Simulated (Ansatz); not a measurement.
Pt (fcc (Cu type), Fm-3m), a = b = c = 3.8936 Å, α = β = γ = 90.00°; the cell used has 1 atom.

Relaxed with LDA.

Task: Which orbitals make up the states near the Fermi level in LDA in the plane-wave PAW code Ansatz?

Result: Within 0.5 eV of the Fermi level: Pt 5d 96 %. Projections are on Löwdin-orthogonalised atomic valence shells; empty p or d shells of many metals are not among them.

Task: Tabulate the density of states.

Result: States/eV per cell of 1 atom, in 0.25 eV bins, energy from the Fermi level.

```
E (eV)  total  Pt 5d  Pt 6s
------  -----  -----  -----
-7.85    0.22   0.05   0.16
-7.60    0.41   0.18   0.22
-7.35    0.58   0.32   0.24
-7.10    0.84   0.56   0.27
-6.85    1.10   0.81   0.27
-6.60    1.38   1.13   0.23
-6.35    1.35   1.18   0.16
-6.10    1.25   1.12   0.11
-5.85    1.19   1.10   0.07
-5.60    0.90   0.85   0.03
-5.35    1.03   1.00   0.02
-5.10    1.28   1.23   0.03
-4.85    1.29   1.23   0.04
-4.60    1.37   1.29   0.06
-4.35    1.47   1.37   0.07
-4.10    1.60   1.48   0.09
-3.85    1.86   1.71   0.10
-3.60    2.32   2.18   0.10
-3.35    1.52   1.42   0.07
-3.10    1.23   1.11   0.07
-2.85    1.10   1.01   0.05
-2.60    1.05   0.97   0.05
-2.35    1.29   1.21   0.05
-2.10    1.52   1.43   0.05
-1.85    1.27   1.19   0.04
-1.60    1.18   1.12   0.04
-1.35    1.07   1.02   0.03
-1.10    1.05   1.00   0.03
-0.85    1.05   1.00   0.03
-0.60    1.16   1.12   0.03
-0.35    1.43   1.37   0.04
-0.10    1.96   1.90   0.04
0.15     1.42   1.36   0.05
0.40     0.80   0.73   0.06
0.65     0.27   0.19   0.06
0.90     0.27   0.17   0.07
1.15     0.27   0.15   0.08
1.40     0.27   0.14   0.09
1.65     0.27   0.13   0.09
1.90     0.28   0.12   0.10
2.15     0.28   0.11   0.10
2.40     0.27   0.10   0.10
2.65     0.27   0.09   0.11
2.90     0.27   0.08   0.11
3.15     0.26   0.07   0.11
3.40     0.26   0.06   0.11
3.65     0.25   0.05   0.11
3.90     0.25   0.04   0.10
4.15     0.24   0.04   0.10
4.40     0.23   0.03   0.10
4.65     0.22   0.03   0.10
```

The LDA relaxation kept the symmetry of its start. No spin polarisation was allowed. Scalar-relativistic: spin–orbit coupling is off unless named, which matters more the heavier the elements.

Potentials: the earlier of the program's two PAW sets. The files were generated under PBE; for other functionals the program regenerates the frozen cores, and for LDA and PBEsol the local potential too.
